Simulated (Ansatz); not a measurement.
Al$_{2}$Os:
```cif
data_Al4Os2
_chemical_formula_sum 'Al4 Os2'
_space_group_name_H-M_alt 'I4/mmm'
_space_group_IT_number 139
_space_group_name_Hall '-I 4 2'
_cell_length_a 3.15692
_cell_length_b 3.15692
_cell_length_c 8.30897
_cell_angle_alpha 90.000
_cell_angle_beta 90.000
_cell_angle_gamma 90.000
loop_
_atom_site_label
_atom_site_type_symbol
_atom_site_symmetry_multiplicity
_atom_site_Wyckoff_symbol
_atom_site_fract_x
_atom_site_fract_y
_atom_site_fract_z
_atom_site_occupancy
Al1 Al 4 e 0.00000 0.00000 0.33870 1
Os1 Os 2 a 0.00000 0.00000 0.00000 1
```
(The calculation used a cell of 3 atoms; values per cell refer to that cell.)

Relaxed at zero pressure with r²SCAN (plane waves, PAW; program Ansatz).

### Question
The volume is raised by 6 % and shape and atoms relax at that volume. What pressure results, and how do the axes share the change?

### Answer
-10.6 GPa; a 1.9 %, b 1.9 %, c 2.0 %; the energy rises by 29 meV/atom.

### Question
Give the new structure.

### Answer

Space group I4/mmm (No. 139); a = b = 3.2179 Å, c = 8.4771 Å, α = β = γ = 90.00°

```csv
atom,site,symmetry,x,y,z
Al,4e,4mm,0.0000,0.0000,0.3399
Os,2a,4/mmm,0.0000,0.0000,0.0000
```

The phase is kept; no other phase was compared at this pressure.

The workflow started from a Materials Project entry (that database holds measured and hypothetical structures alike); the Crystallography Open Database copy checked does not list it. Whether it is the stable phase at ambient conditions was not checked. The r²SCAN relaxation kept the symmetry of its start; its stability against distortions is not shown here. No spin polarisation was allowed. Scalar-relativistic: spin–orbit coupling is off unless named, which matters more the heavier the elements.

Potentials: the later of the program's two PAW sets.
